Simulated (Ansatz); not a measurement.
Guessed and relaxed cells of CsTlS

The guess for CsTlS was made by a generator: random cell by space group and Wyckoff sites (P4/mmm, No. 123). The dimensions are guesses.

start.cif

```cif
data_structure
_symmetry_space_group_name_H-M 'P4/mmm'
_symmetry_Int_Tables_number 123
_cell_length_a 4.7304
_cell_length_b 4.7304
_cell_length_c 5.3777
_cell_angle_alpha 90.000
_cell_angle_beta 90.000
_cell_angle_gamma 90.000
_cell_volume 120.33
loop_
_atom_site_label
_atom_site_type_symbol
_atom_site_symmetry_multiplicity
_atom_site_Wyckoff_symbol
_atom_site_fract_x
_atom_site_fract_y
_atom_site_fract_z
_atom_site_occupancy
Cs1 Cs 1 d 0.50000 0.50000 0.50000 1
Tl1 Tl 1 a 0.00000 0.00000 0.00000 1
S1 S 1 b 0.00000 0.00000 0.50000 1
```

These are results of DFT PBE, scalar-relativistic, plane waves, PAW (Ansatz), not measurements. Cutoff 420 eV, Gaussian smearing, Γ-centred meshes. Cell and atoms relax first on a coarse mesh and then on a finer one. In between, the cell is made exact in the group found at 0.06 Å. In metals the finer mesh still leaves noise of several meV/atom or more. The steps can't lower the symmetry of their start. No spin polarisation.

end.cif

```cif
data_structure
_symmetry_space_group_name_H-M 'P4/mmm'
_symmetry_Int_Tables_number 123
_cell_length_a 5.0485
_cell_length_b 5.0485
_cell_length_c 5.6638
_cell_angle_alpha 90.000
_cell_angle_beta 90.000
_cell_angle_gamma 90.000
_cell_volume 144.36
loop_
_atom_site_label
_atom_site_type_symbol
_atom_site_symmetry_multiplicity
_atom_site_Wyckoff_symbol
_atom_site_fract_x
_atom_site_fract_y
_atom_site_fract_z
_atom_site_occupancy
Cs1 Cs 1 d 0.50000 0.50000 0.50000 1
Tl1 Tl 1 a 0.00000 0.00000 0.00000 1
S1 S 1 b 0.00000 0.00000 0.50000 1
```

The symmetry stays P4/mmm (No. 123). The volume per atom grows by 20.0 %, from 40.1 to 48.1 Å³. The shortest distance goes from 2.69 Å (Tl–S) to 2.83 Å (Tl–S).

```
Volume per atom                            : 48.12 Å³
Density                                    : 4.25 g/cm³
Formation energy                           : −0.48 eV/atom
Gap on the 10×10×8 mesh of the 3-atom cell : 0 eV (a metal)
```

Energies over the elements count from the elements' standard structures at the same level, with no fitted energy shifts. A negative formation energy is needed for stability but isn't enough: competing phases decide.

The last run used Gaussian smearing of 0.10 eV. These runs have no spin–orbit coupling, which can matter for Tl. The reference form of S is held partly by dispersion forces, which this level lacks. A structure relaxed within its symmetry needn't be a true minimum. In all, the 3 runs took 110 s on 1 thread of Arm Neoverse V1 (shared host).
